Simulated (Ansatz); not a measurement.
Frames from the relaxation of a relaxed ScAlCO cell with every coordinate shifted by Gaussian noise of σ = 0.2 Å, as extended XYZ (Å, eV, eV/Å, GPa with compression positive). All values below come from r2SCAN (plane waves to 500 eV, PAW, scalar-relativistic; Ansatz, a first-principles code). Γ-centred k-mesh 8×8×3 on the run's cell (coarser than for final values), Fermi–Dirac smearing 0.05 eV.

```xyz
8
Lattice="3.2442 0.0000 0.0000 -1.6221 2.8096 0.0000 0.0000 0.0000 10.1775" Properties=species:S:1:pos:R:3:forces:R:3 pbc="T T T" step=1 free_energy=-7009.264 pressure=14.1 accepted=T
Sc     1.3397     0.7423     8.1711   -0.0408    1.6725   -0.4914
Sc     0.0516     1.8101     3.2599    0.0791   -0.2733   -0.4989
Al     0.1622    -0.0806     5.3500   -1.7448   -0.8136   -2.4217
Al     0.2660    -0.1925     0.5696   -2.3340    0.5540   -7.0139
C     -0.0369     2.1589     9.5475    2.2042   -3.0595    1.7674
C      1.5455     0.8142     4.4436    2.9359    1.3079    0.8881
O     -0.3408    -0.1883     6.9009    0.1251    0.4631    4.1746
O      0.2213    -0.0096     2.1429   -1.2248    0.1490    3.5957
8
Lattice="3.2444 -0.0096 -0.0204 -1.6305 2.8045 0.0061 -0.0640 -0.0149 10.2581" Properties=species:S:1:pos:R:3:forces:R:3 pbc="T T T" step=2 free_energy=-7011.363 pressure=5.3 accepted=T
Sc     1.3867     0.7516     8.3154    0.3535    1.2782   -0.8530
Sc    -0.0181     1.7918     3.2355    0.0308   -0.0758   -0.2923
Al     0.0828    -0.0650     5.4375   -1.4124   -0.5837   -1.8958
Al     0.1875    -0.1475     0.3986   -1.9485    1.0676   -3.6991
C     -0.0583     1.9952     9.6493    1.3573   -2.6902    1.1218
C      1.5403     0.8227     4.5187    1.6888    0.7359    0.3515
O     -0.2733    -0.1406     7.0843    0.4750    0.3309    2.4073
O      0.0923    -0.0401     2.0385   -0.5445   -0.0629    2.8596
8
Lattice="3.2323 -0.0046 -0.0412 -1.6201 2.8007 0.0155 -0.1292 -0.0185 10.2303" Properties=species:S:1:pos:R:3:forces:R:3 pbc="T T T" step=3 free_energy=-7012.572 pressure=1.4 accepted=T
Sc     1.4298     0.7778     8.3143    0.3200    0.5250   -0.9982
Sc    -0.0462     1.7871     3.2149   -0.0425   -0.0036   -1.0636
Al    -0.0280    -0.0683     5.3884   -0.3652   -0.2259    0.0124
Al     0.0681    -0.0385     0.2808   -0.3604   -0.0428   -0.5229
C     -0.0904     1.8168     9.6648   -0.2049   -0.4751    0.3093
C      1.5587     0.8399     4.5222    0.3198    0.2776    0.2691
O     -0.2045    -0.0993     7.1442    0.4121    0.0068    0.6634
O     -0.0107    -0.0591     2.0154   -0.0789   -0.0620    1.3300
```

The path has 6 moves and ends in P6₃mc (No. 186), 0.44 eV/atom below its start. Free energies are of the whole cell and compare only within this code, potentials and settings.  No spin polarisation in the result.

The cell that was disturbed is our relaxation of an entry of Materials Project.
